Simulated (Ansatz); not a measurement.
## Phases of BiB at 290 GPa

Structure types of BiB are relaxed in primitive cells with their symmetry kept at 290 GPa, on PAW files; LAPW relaxes the small cells further and takes the PAW cell for the others (marked *). The enthalpy is E + pV at zero temperature, without zero-point motion. Only the types listed were tried, and differences under about 5 meV/atom are mesh noise. The real phase may be another.

All numbers are PBE results (scalar-relativistic) from Ansatz 0.2.0, with Fermi–Dirac smearing of 0.1 eV, no spin polarisation. Methods: LAPW: all electrons, basis error target 0.5 meV/atom; PAW: frozen-core files, cutoff 420 eV.

k meshes: rocksalt 17×17×17, CsCl 16×16×16, zincblende 15×15×15, NiAs 13×13×8, anti NiAs 11×11×7.

Spin–orbit coupling is left out, which matters for the heavy atoms.

```json
{"start type": "rocksalt", "ends as": "rocksalt, Fm-3m", "a, b, c (Å)": "4.150, 4.150, 4.150", "V (Å³/atom)": "8.93", "H − H(lowest), LAPW (meV/atom)": "0.0"}
{"start type": "CsCl", "ends as": "CsCl, Pm-3m", "a, b, c (Å)": "2.619, 2.619, 2.619", "V (Å³/atom)": "8.98", "H − H(lowest), LAPW (meV/atom)": "?"}
{"start type": "zincblende", "ends as": "zincblende, F-43m", "a, b, c (Å)": "4.292, 4.292, 4.292", "V (Å³/atom)": "9.89", "H − H(lowest), LAPW (meV/atom)": "?"}
{"start type": "NiAs*", "ends as": "NiAs, P6_3/mmc", "a, b, c (Å)": "2.860, 2.860, 5.067", "V (Å³/atom)": "8.97", "H − H(lowest), LAPW (meV/atom)": "214.3"}
{"start type": "anti NiAs*", "ends as": "anti NiAs, P6_3/mmc", "a, b, c (Å)": "2.799, 2.799, 5.371", "V (Å³/atom)": "9.11", "H − H(lowest), LAPW (meV/atom)": "561.3"}
```

**Question.** What belongs in the row "zincblende", column "H − H(lowest), LAPW (meV/atom)"?

**Answer.** 2032.2.

**Question.** What belongs in the row "CsCl", column "H − H(lowest), LAPW (meV/atom)"?

**Answer.** 565.5.
